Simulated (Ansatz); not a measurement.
### Question
Name crystals whose computed values (plane-wave PAW LDA (Ansatz code)) fall in these windows: B₀ by P(V) fit (GPa) 59 to 71; highest Γ mode, no LO–TO term (cm⁻¹) 240 to 310.

### Answer


```json
[
 {"crystal": "Ga4BiAs3, Amm2 (Pearson symbol oS16)", "B₀ by P(V) fit (GPa)": "63.4", "highest Γ mode, no LO–TO term (cm⁻¹)": "259"},
 {"crystal": "NaF, rock salt", "B₀ by P(V) fit (GPa)": "61.2", "highest Γ mode, no LO–TO term (cm⁻¹)": "275"},
 {"crystal": "InGaAs2, P-4m2 (In on 1d, Ga on 1b, As on 2g)", "B₀ by P(V) fit (GPa)": "65.8", "highest Γ mode, no LO–TO term (cm⁻¹)": "246"},
 {"crystal": "CaS, rock salt", "B₀ by P(V) fit (GPa)": "67.6", "highest Γ mode, no LO–TO term (cm⁻¹)": "243"},
 {"crystal": "InGaAs2, R3m (In on 3a, Ga on 3a, As on 3a, As on 3a)", "B₀ by P(V) fit (GPa)": "65.0", "highest Γ mode, no LO–TO term (cm⁻¹)": "252"}
]
```
Others may fit too.

Standing as an ambient phase not checked: Ga4BiAs3, Amm2 (Pearson symbol oS16); InGaAs2, P-4m2 (In on 1d, Ga on 1b, As on 2g); InGaAs2, R3m (In on 3a, Ga on 3a, As on 3a, As on 3a). Perhaps ordered models of mixed-site phases: InGaAs2, P-4m2 (In on 1d, Ga on 1b, As on 2g); InGaAs2, R3m (In on 3a, Ga on 3a, As on 3a, As on 3a). All cells were relaxed under the symmetry of their starts (and spin orders); stability against distortions was not tested throughout. Spin–orbit coupling is left out wherever it is not named.

Potentials: the later of the program's two PAW sets.
